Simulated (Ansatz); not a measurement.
SiB2Mo2:
```xyz
5
Lattice="3.1272 0.0000 0.0000 -1.5636 2.7083 0.0000 0.0000 0.0000 6.6298" Properties=species:S:1:pos:R:3 pbc="T T T"
Mo     0.0000     1.8055     4.8206
Mo     0.0000     1.8055     1.8092
Si     0.0000     0.0000     0.0000
B      0.0000     0.0000     3.3149
B      1.5636     0.9028     3.3149
```

Relaxed with PBE. Special points in fractions of this cell's reciprocal vectors: Γ (0.000, 0.000, 0.000); M (0.500, 0.000, 0.000); K (0.333, 0.333, 0.000); A (0.000, 0.000, 0.500); L (0.500, 0.000, 0.500); H (0.333, 0.333, 0.500).

Problem. List the band energies nearest the Fermi level at these points for plane-wave PAW PBE with spin–orbit coupling (Ansatz code).

Solution. In eV from the Fermi level; about four levels below and three above (degenerate sets whole), none deeper than 8.9 eV; points with the same levels are listed once.

```json
[
 {"k": "Γ", "below": "-1.56 -1.56 -1.32 -1.32", "above": "0.38 0.38 0.47 0.47"},
 {"k": "M", "below": "-0.35 -0.35 -0.18 -0.18", "above": "1.31 1.31 1.45 1.45"},
 {"k": "K", "below": "-3.38 -3.34 -1.86 -1.81", "above": "0.12 0.20 0.26"},
 {"k": "A", "below": "-0.28 -0.28 -0.21 -0.21", "above": "0.15 0.15 1.60 1.60"},
 {"k": "L", "below": "-2.62 -2.62 -1.66 -1.66", "above": "0.64 0.64 1.37 1.37"},
 {"k": "H", "below": "-4.06 -4.05 -2.31 -2.31", "above": "0.23 0.23 1.91"}
]
```

Space group P-6m2. The start of the workflow was typed in or built on a structure type; neither database checked (COD, Materials Project) lists it. Whether it is the stable phase at ambient conditions was not checked. The cell was relaxed with PBE under the symmetry of its start; whether a distortion lowers the energy is not shown. The run is not spin-polarised.

Potentials: the earlier of the program's two PAW sets.
